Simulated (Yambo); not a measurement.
Yambo run on SrTiO$_{3}$ (space group I4/mcm, No. 140). The wavefunctions are LDA (Quantum ESPRESSO, PseudoDojo norm-conserving, 84 Ry, no spin-orbit coupling) ones on a 4×4×4 mesh (40 occupied bands); a = 5.534 Å, b = 5.534 Å, c = 5.534 Å, α = 120.03°, β = 120.03°, γ = 89.95°.

Yambo input:

```
rim_cut
gw0
dyson
el_el_corr
HF_and_locXC
ppa
em1d
RandQpts= 1000000
RandGvec= 1 Ry
EXXRLvcs= 84 Ry
VXCRLvcs= 336 Ry
Chimod= "HARTREE"
% BndsRnXp
 3 | 148 |
%
NGsBlkXp= 2 Ry
% LongDrXp
 1.0 | 1.0 | 1.0 |
%
PPAPntXp= 27.2114 eV
% GbndRnge
 1 | 148 |
%
GTermKind= "BG"
DysSolver= "n"
ExtendOut
% QPkrange
 1 | 1 | 40 | 41 |
%
```

k points by index: 1 = Γ.

Resulting energies as the program prints them:

```
#    K-point    Band    Eo [eV]    E [eV]    E-Eo [eV]    Vxc [eV]    Vnlxc [eV]    Sc|Eo [eV]    Sc|E [eV]    dSc/dw|Eo [eV]    Re(Z)    Im(Z)
#
    1    40    0.000000    -0.381750    -0.381750    -19.90165    -25.05427    4.666890    4.770866    -7.408777    0.785996    -0.001388
    1    41    1.815353    3.600267    1.784913    -18.88353    -11.54039    -5.083324    -5.558230    -7.239357    0.789861    -0.001450
```
(The two width columns are left out.) Convergence of these settings isn't established.

Geometry of the Materials Project entry, not relaxed at this level.

This is not the ordinary phase of the substance.
